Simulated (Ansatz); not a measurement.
TiSi2:
```
TiSi2
1.0
    1.74310    -6.62709     0.00000
    1.74310     6.62709     0.00000
    0.00000     0.00000     3.53191
Si Ti
4 2
Direct
  0.94011   0.05989   0.75000
  0.05989   0.94011   0.25000
  0.25041   0.74959   0.75000
  0.74959   0.25041   0.25000
  0.60247   0.39753   0.75000
  0.39753   0.60247   0.25000
```

Relaxed with LDA. Special points in fractions of this cell's reciprocal vectors: Γ (0.000, 0.000, 0.000); Y (-0.500, 0.500, 0.000); C0 (-0.267, 0.733, 0.000); Σ0 (0.267, 0.267, 0.000); Z (0.000, 0.000, 0.500); A0 (0.267, 0.267, 0.500); E0 (-0.267, 0.733, 0.500); T (-0.500, 0.500, 0.500); S (0.000, 0.500, 0.000); R (0.000, 0.500, 0.500).

List the band energies nearest the Fermi level at these points for LDA in the plane-wave PAW code Ansatz.

In eV from the Fermi level; about four levels below and three above (degenerate sets whole), none deeper than 8.9 eV; points with the same levels are listed once.

| k | below | above |
|---|---|---|
| Γ | -2.53 -2.22 -2.03 -2.00 | 0.46 0.84 0.88 |
| Y | -2.66 -2.56 -1.86 -1.19 | 0.37 0.67 0.72 |
| C0 | -1.06 -0.81 -0.78 -0.23 | 1.26 1.47 1.61 |
| Z | -1.69 -1.69 -0.01 -0.01 | 1.06 1.06 1.59 1.59 |
| A0 | -3.34 -3.34 -2.41 -2.41 | 1.85 1.85 1.95 1.95 |
| T | -2.11 -2.11 -0.89 -0.89 | 0.59 0.59 1.69 1.69 |
| S | -1.36 -0.68 -0.60 -0.59 | 1.29 1.57 1.71 |
| R | -3.16 -3.16 -2.52 -2.52 | 1.81 1.81 1.94 1.94 |

Space group Cmcm. The cell was relaxed with LDA under the symmetry of its start; of distortions, only those at the zone centre were tested. The run is not spin-polarised.

Potentials: the later of the program's two PAW sets.
